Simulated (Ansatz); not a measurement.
Stiffness of MnHg from strained cells

```xyz
2
Lattice="3.3150 0.0000 0.0000 0.0000 3.3150 0.0000 0.0000 0.0000 3.3150" Properties=species:S:1:pos:R:3 pbc="T T T"
Mn    1.6575    1.6575    1.6575
Hg    0.0000    0.0000    0.0000
```

Atom numbers follow the list: Mn1, Hg2.

The conventional cell has a = 3.315 Å, b = 3.315 Å, c = 3.315 Å, α = 90.00°, β = 90.00°, γ = 90.00°. Mn (atom 1) is surrounded by 8 Hg at 2.87 Å. Around Hg (atom 2) lie 8 Mn at 2.87 Å.

The cell is COD entry 1522376, as deposited and not checked against the literature; nothing was relaxed.

The magnetic state is the one reached from the start moments; no search over orders was made, so it needn't be the ground state.

Spin–orbit coupling is left out, though it moves levels of the heavy atoms by tenths of an eV or more.

Computed with Ansatz 0.2.0, DFT, PBE, all-electron LAPW, scalar-relativistic.

The runs use a Γ-centred 11×11×11 k mesh, Fermi–Dirac smearing of 0.08 eV, basis error target 0.25 meV/atom, spin-polarised from start moments Mn1 4 μB.

The unstrained cell is at 0.53 GPa. Large strains and very small stresses are left out. Each strain is applied once, with fractional coordinates held (clamped ions), and σ below is the change of stress, positive in tension. One finite strain gives stress–strain coefficients at this pressure with an error of the order of the strain times third-order constants, a few per cent for each per cent of strain. In a metal the k mesh adds noise of tens of per cent to soft shears.

Problem. With z strained by +1 % at fixed volume, the run gives σzz − σxx = 0.19 GPa and εzz − εxx = 0.0150. Which stiffness follows?

Solution. C11 − C12 = (σzz − σxx)/(εzz − εxx) = 13 GPa.

Problem. Scaling the volume by 0.9800 and 1.0200 gives 2.01 GPa and -0.87 GPa. Combine this with the best C11 − C12 to estimate C11 and C12.

Solution. B = −ΔP/Δln V = 71.9 GPa = (C11 + 2 C12)/3; with C11 − C12 = 12.9 GPa, C11 = B + (2/3)(C11 − C12) = 81 GPa and C12 = B − (C11 − C12)/3 = 68 GPa.
